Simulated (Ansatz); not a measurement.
HfSi:
```
CELL_PARAMETERS angstrom
      6.82198     0.00000     0.00000
      0.00000     3.75881     0.00000
      0.00000     0.00000     5.20236
ATOMIC_POSITIONS crystal
  Si 0.04317 0.25000 0.64021
  Si 0.45683 0.75000 0.14021
  Si 0.54317 0.25000 0.85979
  Si 0.95683 0.75000 0.35979
  Hf 0.17550 0.25000 0.12640
  Hf 0.32450 0.75000 0.62640
  Hf 0.67550 0.25000 0.37360
  Hf 0.82450 0.75000 0.87360
```

Relaxed with PBEsol. Special points in fractions of this cell's reciprocal vectors: Γ (0.000, 0.000, 0.000); X (0.500, 0.000, 0.000); S (0.500, 0.500, 0.000); Y (0.000, 0.500, 0.000); Z (0.000, 0.000, 0.500); U (0.500, 0.000, 0.500); R (0.500, 0.500, 0.500); T (0.000, 0.500, 0.500).

Question: List the band energies nearest the Fermi level at these points for PBEsol with spin–orbit coupling (plane waves, PAW; program Ansatz).

Answer: In eV from the Fermi level; about four levels below and three above (degenerate sets whole), none deeper than 8.9 eV; points with the same levels are listed once.

```
k                    below                above
-  -----------------------  -------------------
Γ  -0.31 -0.31 -0.24 -0.24  0.38 0.38 0.70 0.70
X  -0.59 -0.59 -0.59 -0.59  0.11 0.11 0.11 0.11
S  -1.94 -1.94 -1.94 -1.94  2.88 2.88 2.88 2.88
Y  -1.69 -1.69 -1.69 -1.69  2.12 2.12 2.12 2.12
Z  -0.22 -0.22 -0.22 -0.22  0.90 0.90 0.90 0.90
U  -0.75 -0.75 -0.75 -0.75  0.54 0.54 0.54 0.54
R  -1.68 -1.68 -1.68 -1.68  1.96 1.96 1.96 1.96
T  -0.57 -0.57 -0.57 -0.57  0.01 0.01 0.01 0.01
```

Space group Pnma. The workflow started from an entry of the Crystallography Open Database (COD). Whether it is the stable phase at ambient conditions was not checked. Symmetry was held in the PBEsol relaxation; whether a distortion lowers the energy is not shown. The run is not spin-polarised.

Potentials: the later of the program's two PAW sets.
